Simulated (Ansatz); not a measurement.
**Elastic constants of Li (Fm-3m), step by step**

```
CELL_PARAMETERS angstrom
0.00000 2.15976 2.15976
2.15976 0.00000 2.15976
2.15976 2.15976 0.00000
ATOMIC_POSITIONS crystal
Li 0.00000 0.00000 0.00000
```

Unless marked otherwise, the numbers come from PBEsol, all-electron LAPW in Ansatz 0.2.0, scalar-relativistic. k mesh 24×24×24, Fermi-Dirac smearing of 0.050 eV, basis error target 1 meV/atom. The cell was relaxed by PAW under this functional, which moved its volume by -6 % from the database entry's. This phase needn't be the one found at ambient conditions.

The cell is cubic and carries a residual pressure of 0.03 GPa at this level. Each strain component that symmetry leaves independent is applied at ±0.008, the ions relax wherever a strain frees them, and the stress (tension positive, GPa) is read. Shears are engineering strains, γ = 2ε.

```tsv
strain	size	σxx	σyy	σzz	σyz	σxz	σxy
xx	-0.008	-0.1542	-0.1411	-0.1411	0.0000	0.0000	0.0000
xx	+0.008	0.0870	0.0676	0.0676	0.0000	0.0000	0.0000
yz	-0.008	-0.0321	-0.0350	-0.0350	-0.0696	0.0000	0.0000
yz	+0.008	-0.0321	-0.0350	-0.0350	0.0696	0.0000	0.0000
```

A central difference gives one constant, for example C11 ≈ (0.0870 − (-0.1542))/(0.016) = 15.1 GPa; the program then imposes the crystal's symmetry on the whole matrix.

(1) What are the independent elastic constants?

(2) Do they meet the Born conditions?

(3) What moduli does a random aggregate of grains have?

(4) With the density of 0.572 g/cm³, how fast does sound travel, and what Debye temperature follows?

(5) How far do the constants move if PAW replaces LAPW in the same cell?

(6) How far do the constants move if all-electron PAW (datasets made for the crystal) replaces LAPW in the same cell?

Answers

(1) C11 = 15.1, C12 = 13.0, C44 = 8.7 GPa.

(2) C11 − C12 = 2.0, C11 + 2C12 = 41.2 and C44 = 8.7 GPa must all be positive, so the crystal is elastically stable; that says nothing yet of its phonons.

(3) B = (C11 + 2C12)/3 = 13.7 GPa. G_V = (C11 − C12 + 3C44)/5 = 5.6 and G_R = 5(C11 − C12)C44/(4C44 + 3(C11 − C12)) = 2.2, so G_H = 3.9 GPa. Then E = 9BG/(3B + G) = 10.7 GPa, ν = (3B − 2G)/(6B + 2G) = 0.370 and B/G = 3.52, on the ductile side of Pugh's 1.75 (a rule of thumb).

(4) 

```
direction  slow (m/s)  middle (m/s)  fast (m/s)
    [100]        3901          3901        5134
    [110]        1333          3901        6309
    [111]        2502          2502        6655
```

The mean of v⁻³ over directions and branches gives v_m = 2736 m/s and θ_D = (ħ/k_B) v_m (6π²n)^(1/3) = 299 K, n being atoms per volume. Young's modulus spans 3 to 22 GPa over directions, and the universal anisotropy index is 8.02.

(5) 

| constant | LAPW (GPa) | PAW (GPa) | difference |
| --- | --- | --- | --- |
| C11 | 15.1 | 15.0 | -0.1 |
| C12 | 13.0 | 13.1 | 0.1 |
| C44 | 8.7 | 8.7 | 0.0 |

(6) 

```
constant  LAPW (GPa)  all-electron PAW (datasets made for the crystal) (GPa)  difference
     C11        15.1                                                    15.0        -0.1
     C12        13.0                                                    13.1         0.1
     C44         8.7                                                     8.7         0.0
```

Limits of these numbers: responses of metals move with mesh and smearing; the frozen-core PAW files of the compared runs were fitted under PBE, their cores solved anew for this functional.
